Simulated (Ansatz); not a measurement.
Rough cost of magnetic runs on Cr (Im-3m) in Ansatz 0.2.0, 1 thread of Arm Neoverse V1, on a shared host.

```xyz
2
Lattice="2.9689 0.0000 0.0000 0.0000 2.9689 0.0000 0.0000 0.0000 2.9689" Properties=species:S:1:pos:R:3 pbc="T T T"
Cr    0.0000    0.0000    0.0000
Cr    1.4844    1.4844    1.4844
```

```csv
run,"functional, mesh",k points solved,bands,iterations,wall time (s),peak memory (GiB)
PAW: no spin polarisation,"PBE, 11×11×11",56,18,6,1.4,0.29
PAW: start Cr1↑ Cr2↓,"PBE, 11×11×11",56,21,10,3.5,0.3
PAW: parallel moments,"PBE, 11×11×11",56,21,13,6,0.3
LAPW: start Cr1↑ Cr2↓,"PBE, 11×11×11",56,21,14,19,0.38
LAPW: parallel moments,"PBE, 11×11×11",56,21,18,40,0.41
```
